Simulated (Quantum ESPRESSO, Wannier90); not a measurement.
Au (bcc (W type), model phase), plane waves to Wannier functions

Structure: Materials Project mp-2647062, symmetrised, not relaxed again. This isn't the element's usual structure (fcc); take it as a model of another phase. Method: PBEsol plane waves in Quantum ESPRESSO 7.5 (PseudoDojo norm-conserving files, 61 Ry, no spin polarisation, no spin-orbit coupling), Bloch states on a 10×10×10 mesh through Γ, Wannier90 4.0.1. Density: 18×18×18 mesh, cold smearing 0.01 Ry. Spin-orbit coupling is left out although heavy elements are present.

The plane-wave run has 21 bands and 19 electrons a cell. On the energy scale of pw.x, whose zero is arbitrary, the Fermi level lies at 18.74 eV.

Isolated groups of bands, relative to the Fermi level (bands from 5 on overlap up to the last one computed):

```json
[
 {"bands": "1", "from (eV)": "-105.47", "to (eV)": "-105.45", "filling": "filled", "weight on atomic waves": "Au 5s 99 %"},
 {"bands": "2–4", "from (eV)": "-56.86", "to (eV)": "-56.69", "filling": "filled", "weight on atomic waves": "Au 5p 100 %"}
]
```

Input w.win, without the blocks of cell, atoms and k-points (1000 lines):

```
num_bands = 21
num_wann = 9
num_iter = 800
conv_tol = 1.0e-6
conv_window = 4
dis_num_iter = 1000
dis_conv_tol = 1.0e-6
dis_froz_max = 20.24
write_hr = true
write_u_matrices = true
begin projections
Au: s;p;d
end projections
mp_grid = 10 10 10
```

### Question
This input has a fault. Which, and what does the program do?

### Answer
wannier90.x stops with:
```
dis_windows: More states in the frozen window than target WFs
```
At some k-point more bands lie below dis_froz_max than there are Wannier functions, and every frozen state has to fit into the subspace. Here the deep bands below band 5 or between the kept ones were not excluded and fill the window; only bands 5-21 belong to the model. Mended as below, all else unchanged, the run goes through (Ω_I = 7.3 Å²) and follows the plane-wave bands to 1.8 meV rms (states up to 1.0 eV relative to the Fermi level).
```
num_bands = 17
exclude_bands = 1-4
```
